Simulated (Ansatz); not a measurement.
input.yaml

```yaml
crystal:
  lattice:
    - [3.3015289957, 0.0, 0.0]
    - [-1.6507644978, 2.8592079816, 0.0]
    - [0.0, 0.0, 27.0870614104]
  atoms:
    - { symbol: Zr, position: [0.3333333333, 0.6666666667, 0.3138029583] }
    - { symbol: C, position: [0.6666666667, 0.3333333333, 0.3635626404] }
    - { symbol: Zr, position: [0.0, 0.0, 0.4133223227] }
    - { symbol: C, position: [0.3333333333, 0.6666666667, 0.4630931854] }
    - { symbol: Zr, position: [0.6666666667, 0.3333333333, 0.5099362639] }
    - { symbol: C, position: [0.0, 0.0, 0.5653081914] }
    - { symbol: Zr, position: [0.3333333333, 0.6666666667, 0.6060353918] }
    - { symbol: Cu, position: [0.3333333333, 0.6666666667, 0.7197428167] }
basis:
  ecutwfc: 420
kpoints:
  mp_grid: { grid: [9, 9, 1] }
hamiltonian:
  xc: pbesol
scf:
  occupations: { method: gaussian, width: 0.1 }
output:
  forces: true
  eigenvalues: true
relax:
  adjacent_minimum: "off"
  f_tol: 0.03
  max_steps: 70
  constraints: [{ sites: [0, 1, 2] }]
efield:
  axis: 3
  dipole_correction: true
```

It can be run as
```bash
ansatz run input.yaml --threads 1 --pin off --backend cpu --events-out ev --progress --plain --runs-dir out  # memory cap (--max-ram) not shown
```

All numbers below come from Ansatz 0.2.0, DFT PBEsol, scalar-relativistic, plane waves, PAW.

Part of what the program printed, abridged:

```
Pseudopotentials: kind: paw
Pseudopotential: Zr, paw, valence charge 12, recommended cutoff 420 eV (normal)
Pseudopotential: C, paw, valence charge 4, recommended cutoff 420 eV (normal)
Pseudopotential: Cu, paw, valence charge 19, recommended cutoff 420 eV (normal)
Functional definition: PBEsol
Crystal: 8 atoms, lattice volume = 255.695 Å³
Basis set: ecut = 420 eV, 5083 PW (Γ), exchange–correlation on 48×48×384 points (8 copies of the dense FFT grid, shifted against one another)
Bands: 48, of which v1, the nominal top of the filled ones, is band 40 counted from 1 (39 counted from 0)
Symmetry: 6 space group operations
Space group: P3m1 (ITA 156), of the structure as read, at distance tolerance 6.3e-5 Å
k-points: 12 of 81 (time reversal used)
Initial density: superposition of atomic densities (neutral atoms: chi_scale 0, normalization atom), corrected by the library's trained network
Initial wavefunctions: pseudopotential atomic-orbital guess
Functional: x = pbesol(κ = 0.804, μ = 0.12345679), c = pbesol(β = 0.046)
SCF iter   1: F=—  HF=-23845.796411 eV  |F-HF|=—  |Δ(HF+E_count)|=         —  Δρ=1.28e-2  dr2=1.89e1  ethr=1.77e-3  p=0.052 e·Å  D=3.65e-2 V/Å  ΔV_dip=-0.99 eV  dr2_dipole=1.24e1  V_vac-E_F(+/−)=3.88/4.87 eV  ⟨swp⟩=10.1  Hψ=2775  notcnv=0
efield: sawtooth ramp at fractional position 0.9668 (placed from the atoms, in the widest stretch of the axis that holds none; the zero of the levels goes with the place), width 0.1000; the density the first Hamiltonian is built on has a dipole p = 0.052 e·Å; the dipole correction subtracts the counter field D = 3.65e-2 V/Å, which shifts the + side's vacuum level by -0.99 eV against the − side's; the planar-averaged density in the ramp window peaks in size at 1.1e-4 e/Å³
SCF iter   2: F=—  HF=-23845.712536 eV  |F-HF|=—  |Δ(HF+E_count)|=   8.39e-2  Δρ=1.67e-2  dr2=2.04e0  ethr=1.77e-3  p=0.011 e·Å  D=7.94e-3 V/Å  ΔV_dip=-0.22 eV  dr2_dipole=9.98e-1  V_vac-E_F(+/−)=4.22/4.44 eV  ⟨swp⟩=2.1  Hψ=934  notcnv=0  defer=24
SCF iter   3: F=—  HF=-23845.603332 eV  |F-HF|=—  |Δ(HF+E_count)|=   1.09e-1  Δρ=4.80e-3  dr2=4.73e-1  ethr=1.77e-3  p=0.018 e·Å  D=1.24e-2 V/Å  ΔV_dip=-0.34 eV  dr2_dipole=3.13e-1  V_vac-E_F(+/−)=4.11/4.44 eV  ⟨swp⟩=2.0  Hψ=697  notcnv=0  defer=24
SCF iter   4: F=—  HF=-23845.594094 eV  |F-HF|=—  |Δ(HF+E_count)|=   9.24e-3  Δρ=1.05e-3  dr2=1.60e-2  ethr=5.99e-4  p=0.020 e·Å  D=1.39e-2 V/Å  ΔV_dip=-0.38 eV  dr2_dipole=2.69e-3  V_vac-E_F(+/−)=4.09/4.46 eV  ⟨swp⟩=1.1  Hψ=673  notcnv=0  defer=19
SCF iter   5: F=—  HF=-23845.593790 eV  |F-HF|=—  |Δ(HF+E_count)|=   3.05e-4  Δρ=4.70e-4  dr2=2.02e-3  ethr=2.02e-5  p=0.018 e·Å  D=1.29e-2 V/Å  ΔV_dip=-0.35 eV  dr2_dipole=2.06e-8  V_vac-E_F(+/−)=4.08/4.43 eV  ⟨swp⟩=1.3  Hψ=599  notcnv=0  defer=19
SCF iter   6: F=—  HF=-23845.593793 eV  |F-HF|=—  |Δ(HF+E_count)|=   3.16e-6  Δρ=1.99e-4  dr2=5.25e-4  ethr=2.56e-6  p=0.018 e·Å  D=1.26e-2 V/Å  ΔV_dip=-0.34 eV  dr2_dipole=2.92e-4  V_vac-E_F(+/−)=4.06/4.40 eV  ⟨swp⟩=2.2  Hψ=709  notcnv=0  defer=19
SCF iter   7: F=—  HF=-23845.593819 eV  |F-HF|=—  |Δ(HF+E_count)|=   2.63e-5  Δρ=1.34e-4  dr2=9.12e-5  ethr=6.65e-7  p=0.018 e·Å  D=1.27e-2 V/Å  ΔV_dip=-0.34 eV  dr2_dipole=2.96e-5  V_vac-E_F(+/−)=4.05/4.40 eV  ⟨swp⟩=1.3  Hψ=590  notcnv=0  defer=19
SCF iter   8: F=-23845.593814 eV  HF=-23845.593817 eV  |F-HF|=2.81e-6  |Δ(HF+E_count)|=   2.03e-6  Δρ=2.64e-5  dr2=3.88e-6  ethr=2.85e-8  p=0.018 e·Å  D=1.28e-2 V/Å  ΔV_dip=-0.35 eV  dr2_dipole=5.19e-7  V_vac-E_F(+/−)=4.05/4.39 eV  ⟨swp⟩=13.7  Hψ=2518  notcnv=0
SCF 1 converged in 8 iterations: F = -23845.593814 eV  dr2 = 3.88e-6
relax step   1: F+E_penalty+E_count = -23845.59381415 eV  Δ(F+E_penalty+E_count) = +0.000e0 eV  max|allowed force component| = 9.842e-1 eV/Å  Δτ_max = 0.0000 Å  (8 SCF iters, dr2 threshold 2.25e-5 eV, accepted)
Initial density: handed on by an earlier stage of this run
Initial wavefunctions: those handed on with the density
SCF iter   1: F=—  HF=-23845.938690 eV  |F-HF|=—  |Δ(HF+E_count)|=         —  Δρ=1.38e-2  dr2=8.83e-1  ethr=9.97e-4  p=0.018 e·Å  D=1.28e-2 V/Å  ΔV_dip=-0.35 eV  dr2_dipole=4.33e-3  V_vac-E_F(+/−)=4.06/4.41 eV  ⟨swp⟩=1.0  Hψ=2006  notcnv=0  defer=14
efield: sawtooth ramp at fractional position 0.9668 (handed on by an earlier solve), width 0.1000; the density the first Hamiltonian is built on has a dipole p = 0.018 e·Å; the dipole correction subtracts the counter field D = 1.28e-2 V/Å, which shifts the + side's vacuum level by -0.35 eV against the − side's; the planar-averaged density in the ramp window peaks in size at 6.9e-6 e/Å³
SCF iter   2: F=—  HF=-23845.974182 eV  |F-HF|=—  |Δ(HF+E_count)|=   3.55e-2  Δρ=1.93e-2  dr2=7.53e-1  ethr=9.97e-4  p=0.029 e·Å  D=2.04e-2 V/Å  ΔV_dip=-0.55 eV  dr2_dipole=4.18e-2  V_vac-E_F(+/−)=3.83/4.38 eV  ⟨swp⟩=2.8  Hψ=1106  notcnv=0  defer=14
SCF iter   3: F=—  HF=-23845.841583 eV  |F-HF|=—  |Δ(HF+E_count)|=   1.33e-1  Δρ=2.24e-3  dr2=2.75e-2  ethr=9.53e-4  p=0.032 e·Å  D=2.27e-2 V/Å  ΔV_dip=-0.62 eV  dr2_dipole=4.85e-3  V_vac-E_F(+/−)=3.78/4.39 eV  ⟨swp⟩=2.0  Hψ=844  notcnv=0  defer=22
SCF iter   4: F=—  HF=-23845.839500 eV  |F-HF|=—  |Δ(HF+E_count)|=   2.08e-3  Δρ=7.74e-4  dr2=2.73e-3  ethr=3.49e-5  p=0.032 e·Å  D=2.29e-2 V/Å  ΔV_dip=-0.62 eV  dr2_dipole=1.69e-4  V_vac-E_F(+/−)=3.78/4.40 eV  ⟨swp⟩=2.0  Hψ=783  notcnv=0  defer=22
SCF iter   5: F=—  HF=-23845.839587 eV  |F-HF|=—  |Δ(HF+E_count)|=   8.73e-5  Δρ=2.75e-4  dr2=4.15e-4  ethr=3.45e-6  p=0.034 e·Å  D=2.43e-2 V/Å  ΔV_dip=-0.66 eV  dr2_dipole=4.83e-7  V_vac-E_F(+/−)=3.74/4.40 eV  ⟨swp⟩=2.1  Hψ=857  notcnv=0  defer=19
SCF iter   6: F=-23845.839604 eV  HF=-23845.839634 eV  |F-HF|=2.99e-5  |Δ(HF+E_count)|=   4.65e-5  Δρ=9.30e-5  dr2=4.46e-5  ethr=7.66e-8  p=0.034 e·Å  D=2.44e-2 V/Å  ΔV_dip=-0.66 eV  dr2_dipole=1.23e-5  V_vac-E_F(+/−)=3.74/4.40 eV  ⟨swp⟩=12.2  Hψ=3019  notcnv=0
SCF 2 converged in 6 iterations: F = -23845.839604 eV  dr2 = 4.46e-5
relax step   2: F+E_penalty+E_count = -23845.83960396 eV  Δ(F+E_penalty+E_count) = -2.458e-1 eV  max|allowed force component| = 8.247e-1 eV/Å  Δτ_max = 0.1948 Å  (6 SCF iters, dr2 threshold 6.05e-5 eV, accepted)
SCF iter   1: F=—  HF=-23846.034243 eV  |F-HF|=—  |Δ(HF+E_count)|=         —  Δρ=1.41e-2  dr2=7.28e-1  ethr=8.40e-4  p=0.034 e·Å  D=2.44e-2 V/Å  ΔV_dip=-0.66 eV  dr2_dipole=8.96e-4  V_vac-E_F(+/−)=3.75/4.41 eV  ⟨swp⟩=1.1  Hψ=1947  notcnv=0  defer=14
efield: sawtooth ramp at fractional position 0.9668 (handed on by an earlier solve), width 0.1000; the density the first Hamiltonian is built on has a dipole p = 0.034 e·Å; the dipole correction subtracts the counter field D = 2.44e-2 V/Å, which shifts the + side's vacuum level by -0.66 eV against the − side's; the planar-averaged density in the ramp window peaks in size at 8.5e-6 e/Å³
SCF iter   2: F=—  HF=-23846.093203 eV  |F-HF|=—  |Δ(HF+E_count)|=   5.90e-2  Δρ=2.01e-2  dr2=7.64e-1  ethr=3.75e-4  p=0.028 e·Å  D=1.99e-2 V/Å  ΔV_dip=-0.54 eV  dr2_dipole=6.47e-2  V_vac-E_F(+/−)=3.85/4.39 eV  ⟨swp⟩=3.0  Hψ=1200  notcnv=0  defer=14
   ...
SCF iter   5: F=—  HF=-23845.989590 eV  |F-HF|=—  |Δ(HF+E_count)|=   1.94e-5  Δρ=4.95e-4  dr2=9.63e-4  ethr=8.71e-6  p=0.040 e·Å  D=2.85e-2 V/Å  ΔV_dip=-0.77 eV  dr2_dipole=4.34e-4  V_vac-E_F(+/−)=3.63/4.40 eV  ⟨swp⟩=2.1  Hψ=794  notcnv=0  defer=22
SCF iter   6: F=—  HF=-23845.989691 eV  |F-HF|=—  |Δ(HF+E_count)|=   1.01e-4  Δρ=2.31e-4  dr2=1.34e-4  ethr=1.22e-6  p=0.041 e·Å  D=2.93e-2 V/Å  ΔV_dip=-0.79 eV  dr2_dipole=1.73e-5  V_vac-E_F(+/−)=3.61/4.40 eV  ⟨swp⟩=2.0  Hψ=754  notcnv=0  defer=22
SCF iter   7: F=-23845.989741 eV  HF=-23845.989740 eV  |F-HF|=7.11e-7  |Δ(HF+E_count)|=   4.89e-5  Δρ=4.69e-5  dr2=4.23e-6  ethr=8.86e-9  p=0.041 e·Å  D=2.93e-2 V/Å  ΔV_dip=-0.79 eV  dr2_dipole=4.86e-7  V_vac-E_F(+/−)=3.61/4.40 eV  ⟨swp⟩=12.5  Hψ=3056  notcnv=0
SCF iter   8: F=-23845.989744 eV  HF=-23845.989744 eV  |F-HF|=7.35e-8  |Δ(HF+E_count)|=   3.70e-6  Δρ=1.29e-5  dr2=5.71e-7  ethr=5.36e-9  p=0.041 e·Å  D=2.93e-2 V/Å  ΔV_dip=-0.79 eV  dr2_dipole=8.55e-8  V_vac-E_F(+/−)=3.61/4.40 eV  ⟨swp⟩=5.0  Hψ=2170  notcnv=0
SCF 4 converged in 8 iterations: F = -23845.989744 eV  dr2 = 5.71e-7
relax step   4: F+E_penalty+E_count = -23845.98974357 eV  Δ(F+E_penalty+E_count) = -2.819e-2 eV  max|allowed force component| = 1.065e-1 eV/Å  Δτ_max = 0.1946 Å  (8 SCF iters, dr2 threshold 7.00e-6 eV, accepted)
SCF iter   1: F=—  HF=-23845.995609 eV  |F-HF|=—  |Δ(HF+E_count)|=         —  Δρ=2.15e-3  dr2=4.10e-2  ethr=5.24e-4  p=0.041 e·Å  D=2.93e-2 V/Å  ΔV_dip=-0.79 eV  dr2_dipole=8.05e-3  V_vac-E_F(+/−)=3.61/4.40 eV  ⟨swp⟩=3.4  Hψ=1046  notcnv=0  defer=23
efield: sawtooth ramp at fractional position 0.9668 (handed on by an earlier solve), width 0.1000; the density the first Hamiltonian is built on has a dipole p = 0.041 e·Å; the dipole correction subtracts the counter field D = 2.93e-2 V/Å, which shifts the + side's vacuum level by -0.79 eV against the − side's; the planar-averaged density in the ramp window peaks in size at 8.3e-6 e/Å³
SCF iter   2: F=—  HF=-23845.994312 eV  |F-HF|=—  |Δ(HF+E_count)|=   1.30e-3  Δρ=2.91e-3  dr2=2.07e-2  ethr=5.19e-5  p=0.043 e·Å  D=3.07e-2 V/Å  ΔV_dip=-0.83 eV  dr2_dipole=4.21e-4  V_vac-E_F(+/−)=3.57/4.40 eV  ⟨swp⟩=2.0  Hψ=882  notcnv=0  defer=23
SCF iter   3: F=—  HF=-23845.992201 eV  |F-HF|=—  |Δ(HF+E_count)|=   2.11e-3  Δρ=2.03e-3  dr2=7.12e-3  ethr=2.62e-5  p=0.039 e·Å  D=2.75e-2 V/Å  ΔV_dip=-0.75 eV  dr2_dipole=3.81e-4  V_vac-E_F(+/−)=3.65/4.40 eV  ⟨swp⟩=2.0  Hψ=1030  notcnv=0  defer=23
SCF iter   4: F=—  HF=-23845.990903 eV  |F-HF|=—  |Δ(HF+E_count)|=   1.30e-3  Δρ=2.74e-4  dr2=1.81e-4  ethr=9.02e-6  p=0.040 e·Å  D=2.83e-2 V/Å  ΔV_dip=-0.77 eV  dr2_dipole=5.33e-6  V_vac-E_F(+/−)=3.63/4.40 eV  ⟨swp⟩=2.0  Hψ=670  notcnv=0  defer=23
SCF iter   5: F=—  HF=-23845.990876 eV  |F-HF|=—  |Δ(HF+E_count)|=   2.73e-5  Δρ=6.21e-5  dr2=1.28e-5  ethr=2.30e-7  p=0.041 e·Å  D=2.87e-2 V/Å  ΔV_dip=-0.78 eV  dr2_dipole=3.69e-6  V_vac-E_F(+/−)=3.62/4.40 eV  ⟨swp⟩=2.0  Hψ=984  notcnv=0  defer=23
SCF iter   6: F=—  HF=-23845.990878 eV  |F-HF|=—  |Δ(HF+E_count)|=   2.21e-6  Δρ=1.85e-5  dr2=1.50e-6  ethr=1.62e-8  p=0.040 e·Å  D=2.86e-2 V/Å  ΔV_dip=-0.78 eV  dr2_dipole=2.33e-7  V_vac-E_F(+/−)=3.62/4.40 eV  ⟨swp⟩=2.0  Hψ=769  notcnv=0  defer=23
SCF iter   7: F=-23845.990879 eV  HF=-23845.990879 eV  |F-HF|=4.48e-7  |Δ(HF+E_count)|=   1.36e-6  Δρ=1.41e-5  dr2=5.69e-7  ethr=1.46e-9  p=0.040 e·Å  D=2.87e-2 V/Å  ΔV_dip=-0.78 eV  dr2_dipole=1.22e-7  V_vac-E_F(+/−)=3.62/4.40 eV  ⟨swp⟩=12.7  Hψ=2462  notcnv=0
SCF iter   8: F=-23845.990880 eV  HF=-23845.990880 eV  |F-HF|=6.25e-9  |Δ(HF+E_count)|=   1.17e-7  Δρ=2.81e-6  dr2=2.79e-8  ethr=7.21e-10  p=0.040 e·Å  D=2.87e-2 V/Å  ΔV_dip=-0.78 eV  dr2_dipole=7.61e-9  V_vac-E_F(+/−)=3.62/4.40 eV  ⟨swp⟩=2.8  Hψ=1803  notcnv=0
SCF iter   9: F=-23845.990880 eV  HF=-23845.990880 eV  |F-HF|=1.24e-9  |Δ(HF+E_count)|=   2.92e-8  Δρ=1.24e-6  dr2=4.81e-9  ethr=3.54e-11  p=0.040 e·Å  D=2.87e-2 V/Å  ΔV_dip=-0.78 eV  dr2_dipole=6.60e-10  V_vac-E_F(+/−)=3.62/4.40 eV  ⟨swp⟩=2.0  Hψ=1431  notcnv=0
SCF 5 converged in 9 iterations: F = -23845.990880 eV  dr2 = 4.81e-9
relax step   5: F+E_penalty+E_count = -23845.99087960 eV  Δ(F+E_penalty+E_count) = -1.136e-3 eV  max|allowed force component| = 1.421e-1 eV/Å  Δτ_max = 0.0389 Å  (9 SCF iters, dr2 threshold 1.15e-6 eV, accepted)
SCF iter   1: F=—  HF=-23845.992707 eV  |F-HF|=—  |Δ(HF+E_count)|=         —  Δρ=5.74e-4  dr2=3.34e-3  ethr=2.42e-5  p=0.040 e·Å  D=2.87e-2 V/Å  ΔV_dip=-0.78 eV  dr2_dipole=7.28e-4  V_vac-E_F(+/−)=3.62/4.40 eV  ⟨swp⟩=2.0  Hψ=984  notcnv=0
efield: sawtooth ramp at fractional position 0.9668 (handed on by an earlier solve), width 0.1000; the density the first Hamiltonian is built on has a dipole p = 0.040 e·Å; the dipole correction subtracts the counter field D = 2.87e-2 V/Å, which shifts the + side's vacuum level by -0.78 eV against the − side's; the planar-averaged density in the ramp window peaks in size at 8.4e-6 e/Å³
SCF iter   2: F=—  HF=-23845.992582 eV  |F-HF|=—  |Δ(HF+E_count)|=   1.25e-4  Δρ=5.87e-4  dr2=1.96e-3  ethr=4.23e-6  p=0.041 e·Å  D=2.89e-2 V/Å  ΔV_dip=-0.78 eV  dr2_dipole=3.12e-7  V_vac-E_F(+/−)=3.62/4.40 eV  ⟨swp⟩=2.0  Hψ=893  notcnv=0  defer=1
SCF iter   3: F=—  HF=-23845.992273 eV  |F-HF|=—  |Δ(HF+E_count)|=   3.09e-4  Δρ=4.21e-4  dr2=3.26e-4  ethr=2.49e-6  p=0.041 e·Å  D=2.90e-2 V/Å  ΔV_dip=-0.79 eV  dr2_dipole=1.08e-5  V_vac-E_F(+/−)=3.62/4.40 eV  ⟨swp⟩=2.0  Hψ=786  notcnv=0  defer=1
SCF iter   4: F=—  HF=-23845.992220 eV  |F-HF|=—  |Δ(HF+E_count)|=   5.31e-5  Δρ=1.33e-4  dr2=2.91e-5  ethr=4.12e-7  p=0.041 e·Å  D=2.88e-2 V/Å  ΔV_dip=-0.78 eV  dr2_dipole=4.21e-8  V_vac-E_F(+/−)=3.62/4.40 eV  ⟨swp⟩=2.0  Hψ=1011  notcnv=0  defer=1
SCF iter   5: F=-23845.992215 eV  HF=-23845.992215 eV  |F-HF|=9.17e-8  |Δ(HF+E_count)|=   5.01e-6  Δρ=2.16e-5  dr2=8.73e-7  ethr=4.21e-9  p=0.041 e·Å  D=2.89e-2 V/Å  ΔV_dip=-0.78 eV  dr2_dipole=5.36e-8  V_vac-E_F(+/−)=3.62/4.40 eV  ⟨swp⟩=9.8  Hψ=2604  notcnv=0
SCF 6 converged in 5 iterations: F = -23845.992215 eV  dr2 = 8.73e-7
relax step   6: F+E_penalty+E_count = -23845.99221473 eV  Δ(F+E_penalty+E_count) = -1.335e-3 eV  max|allowed force component| = 2.466e-3 eV/Å  Δτ_max = 0.0086 Å  (5 SCF iters, dr2 threshold 3.32e-6 eV, accepted)
SCF iter   1: F=—  HF=-23845.992212 eV  |F-HF|=—  |Δ(HF+E_count)|=         —  Δρ=2.16e-5  dr2=8.75e-7  ethr=1.11e-9  p=0.041 e·Å  D=2.89e-2 V/Å  ΔV_dip=-0.78 eV  dr2_dipole=5.38e-8  V_vac-E_F(+/−)=3.62/4.40 eV  ⟨swp⟩=1.0  Hψ=1440  notcnv=0
efield: sawtooth ramp at fractional position 0.9668 (handed on by an earlier solve), width 0.1000; the density the first Hamiltonian is built on has a dipole p = 0.041 e·Å; the dipole correction subtracts the counter field D = 2.89e-2 V/Å, which shifts the + side's vacuum level by -0.78 eV against the − side's; the planar-averaged density in the ramp window peaks in size at 8.4e-6 e/Å³
SCF iter   2: F=—  HF=-23845.992216 eV  |F-HF|=—  |Δ(HF+E_count)|=   3.88e-6  Δρ=5.24e-5  dr2=4.56e-6  ethr=1.11e-9  p=0.041 e·Å  D=2.89e-2 V/Å  ΔV_dip=-0.78 eV  dr2_dipole=9.38e-8  V_vac-E_F(+/−)=3.62/4.40 eV  ⟨swp⟩=2.9  Hψ=1080  notcnv=0
SCF iter   3: F=—  HF=-23845.992215 eV  |F-HF|=—  |Δ(HF+E_count)|=   7.46e-7  Δρ=1.38e-5  dr2=3.29e-7  ethr=1.11e-9  p=0.041 e·Å  D=2.89e-2 V/Å  ΔV_dip=-0.78 eV  dr2_dipole=1.13e-8  V_vac-E_F(+/−)=3.62/4.40 eV  ⟨swp⟩=2.9  Hψ=1069  notcnv=0
SCF iter   4: F=-23845.992215 eV  HF=-23845.992215 eV  |F-HF|=2.96e-8  |Δ(HF+E_count)|=   2.41e-8  Δρ=2.10e-6  dr2=3.10e-8  ethr=1.27e-10  p=0.041 e·Å  D=2.89e-2 V/Å  ΔV_dip=-0.78 eV  dr2_dipole=6.13e-9  V_vac-E_F(+/−)=3.62/4.40 eV  ⟨swp⟩=3.8  Hψ=2136  notcnv=0
SCF 7 converged in 4 iterations: F = -23845.992215 eV  dr2 = 3.10e-8
relax step   7: F+E_penalty+E_count = -23845.99221533 eV  Δ(F+E_penalty+E_count) = -6.002e-7 eV  max|allowed force component| = 2.419e-3 eV/Å  Δτ_max = 0.0000 Å  (4 SCF iters, accepted)
SCF converged after 4 iterations
Free energy (F): -23845.992215 eV
Harris-Foulkes:  -23845.992215 eV  (|F-HF|=2.96e-8)
Internal energy: -23845.973180 eV  (E = F + TS)
E sigma→0 (E₀):  -23845.982698 eV
Entropy (-TS):   -0.019035 eV (-2.379 meV/atom)
Fermi energy:    4.520720 eV
Dipole field:    D = 0.028792 V/Å  (p = 0.040685 e·Å, saw-weighted, corrected)
Work function:   Φ+ = 3.6198 eV   Φ− = 4.3997 eV
Levels:          The Fermi level and band energies are counted from a zero that moves with the ramp; work functions are not
--- Per-component energies (eV) ---
  E_band       = -1455.495426
  E_kinetic    = 1899.181834
  E_local      = -82380.102478  (includes V_loc(G=0)·N_el)
  E_nonlocal   = 802.231920
  E_hartree    = 40042.984913
  E_xc         = -874.083044
  E_vxc        = -1054.810605  (∫ρ·V_xc dr)
  E_paw        = -13518.182533  (= ΣΔE_a)
  E_vpaw       = -807.860923  (= ΣTr[D̂ρ^β])
  E_aug_tail   = 0.000373  (compensation charges beyond the density's cutoff)
  E_efield     = 0.000586  (sawtooth field / dipole correction)
  E_vefield    = -0.119751  (∫n·V_field dr)
  E_ewald      = 30181.062863
  E_core_change = 0.932385  (= ΣΔE_core)
  E_smearing   = -0.019035  (= −TS)
--- Forces (eV/Å), atoms counted from 1 ---
  atom   1  Zr     0.00000000     0.00000000     1.95046007
  atom   2  C      0.00000000     0.00000000    -1.76724215
  atom   3  Zr     0.00000000     0.00000000    -0.18424196
  atom   4  C      0.00000000     0.00000000     0.00006963
  atom   5  Zr     0.00000000     0.00000000    -0.00241893
  atom   6  C      0.00000000     0.00000000     0.00031899
  atom   7  Zr     0.00000000     0.00000000     0.00217451
  atom   8  Cu     0.00000000     0.00000000     0.00089131
--- Band table (eV; the first three rows and the last of 12) ---
  k-point 0: bands = ["-107.4323", "-65.2200", "-64.8564", "-64.8564", "-44.4130", "-44.1332", "-43.7097", "-43.5181", "-22.7001", "-22.5576", "-22.1314", "-22.1314", "-22.0354", "-21.9353", "-21.9353", "-21.5437", "-21.5316", "-21.5316", "-21.3488", "-21.3488", "-6.8348", "-6.0078", "-4.7849", "-1.0588", "0.0145", "0.4800", "1.2684", "1.2684", "1.6003", "1.9903", "1.9903", "2.1625", "2.1625", "2.2713", "2.2713", "2.2742", "3.2866", "3.2866", "3.9990", "4.7877", "5.0024", "5.2736", "5.2736", "6.1345", "6.1345", "6.7623", "6.9019", "6.9019"]
  k-point 1: bands = ["-107.4323", "-65.2200", "-64.8567", "-64.8565", "-44.4049", "-44.1244", "-43.7006", "-43.5101", "-22.6823", "-22.5383", "-22.2094", "-22.1484", "-22.0537", "-21.9914", "-21.9548", "-21.6260", "-21.5516", "-21.5306", "-21.4238", "-21.3642", "-6.6143", "-5.8863", "-4.8323", "-0.7654", "0.0569", "0.5107", "1.3327", "1.3817", "1.5619", "1.7328", "2.0239", "2.0724", "2.1803", "2.2292", "2.3099", "2.3879", "2.7646", "3.1872", "4.0081", "4.6613", "4.9792", "5.2329", "5.5066", "5.6185", "6.0848", "6.2287", "7.0602", "7.1518"]
  k-point 2: bands = ["-107.4322", "-65.2199", "-64.8575", "-64.8567", "-44.3846", "-44.1018", "-43.6773", "-43.4897", "-22.6409", "-22.4947", "-22.3948", "-22.2334", "-22.1910", "-22.0140", "-22.0036", "-21.8056", "-21.6204", "-21.6015", "-21.5170", "-21.4034", "-6.0631", "-5.6268", "-4.9818", "-0.1551", "0.3255", "0.5835", "1.1456", "1.4199", "1.5673", "1.6640", "1.9239", "2.0300", "2.0374", "2.2133", "2.2295", "2.4087", "2.4103", "3.0349", "3.6484", "4.1251", "4.8983", "5.2910", "5.7953", "6.1151", "6.1993", "6.5292", "7.0846", "7.2602"]
  k-point 11: bands = ["-107.4321", "-65.2197", "-64.8583", "-64.8583", "-44.3353", "-44.0472", "-43.6208", "-43.4406", "-22.5880", "-22.5521", "-22.5353", "-22.4718", "-22.4101", "-22.3607", "-22.0318", "-22.0069", "-21.9564", "-21.7686", "-21.6529", "-21.5626", "-5.2168", "-5.0277", "-4.9826", "0.1948", "0.3816", "0.8754", "1.0281", "1.5473", "1.5497", "1.7507", "1.8670", "1.8758", "1.9038", "1.9412", "2.0705", "2.2296", "2.2565", "4.3616", "4.4458", "4.7637", "4.8448", "5.3181", "6.7432", "7.1625", "7.1737", "7.2988", "7.6957", "8.0711"]
--- Relaxed structure (7 steps of the walk, 7 accepted, 0 SCFs on fresh bases) ---
  F+E_penalty+E_count = -23845.99221533 eV   max|allowed force component| = 2.419e-3 eV/Å
  atoms:
    - { symbol: Zr, position: [0.33333333, 0.66666666, 0.3138029583] }
    - { symbol: C, position: [0.66666666, 0.33333333, 0.36356264] }
    - { symbol: Zr, position: [0.0, 0.0, 0.4133223227] }
    - { symbol: C, position: [0.33333333, 0.66666666, 0.46325709] }
    - { symbol: Zr, position: [0.66666666, 0.33333333, 0.50977572] }
    - { symbol: C, position: [0.0, 0.0, 0.56526630] }
    - { symbol: Zr, position: [0.33333333, 0.66666666, 0.60640478] }
    - { symbol: Cu, position: [0.33333333, 0.66666666, 0.69958392] }
```

The relaxation met its thresholds.